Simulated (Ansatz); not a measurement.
Here is an unrelaxed guess for Al₂Rh.

```
CELL_PARAMETERS angstrom
3.66618 0.00000 0.00000
0.00000 3.66618 0.00000
0.00000 0.00000 5.75091
ATOMIC_POSITIONS crystal
Al 0.00000 0.00000 0.00000
Al 0.50000 0.50000 0.00000
Al 0.00000 0.50000 0.30300
Al 0.50000 0.00000 0.69700
Rh 0.00000 0.50000 0.70900
Rh 0.50000 0.00000 0.29100
```

Level of theory: Ansatz 0.2.0, DFT PBE, scalar-relativistic, plane waves, PAW. Plane waves to 420 eV, a k mesh through Γ of 6×6×4 on the computed 6-atom cell and Gaussian smearing (0.10 eV); no spin polarisation.

Formation energies are uncorrected and refer to the elements' standard structures at the same level.

Problem. How far from equilibrium is it?

Solution. The pressure is 34.4 GPa (the mean over three directions, positive in compression), the largest force is 1.60 eV/Å, and the energy is −0.24 eV/atom against the elements. The shortest distance is 2.33 Å.

Problem. How much does it gain on relaxing, and where does it end?

Solution. Relaxing gains about 0.38 eV/atom (the start's value is from the coarse mesh, so the gain is rough) in 17 ionic steps and ends at −0.62 eV/atom on the finer mesh. The symmetry stays P4/nmm (No. 129). The volume per atom grows by 20.0 %, from 12.9 to 15.5 Å³. The shortest distance goes from 2.33 Å (Al–Rh) to 2.54 Å (Al–Rh). The ratio c/a of the conventional cell changes by a factor of 1.26. Conventional cell: a = 3.610 Å, c = 7.119 Å. Al on a site of symmetry -4m2 has 4 Rh at 2.54 Å and 4 Al at 2.55 Å; Al on a site of symmetry 4mm is surrounded by 5 Rh at 2.61–2.72 Å; Rh has 9 Al at 2.54–2.72 Å.

The last run used a 10×10×6 mesh (in the run's order of axes) for its 6-atom cell and Gaussian smearing of 0.10 eV. The relaxation can't lower the symmetry of the start. A structure relaxed within its symmetry needn't be a true minimum. Another cell of Al2Rh relaxed alike, in P4/mmm, lies 65 meV/atom lower, so this cell isn't the stable form at this level.
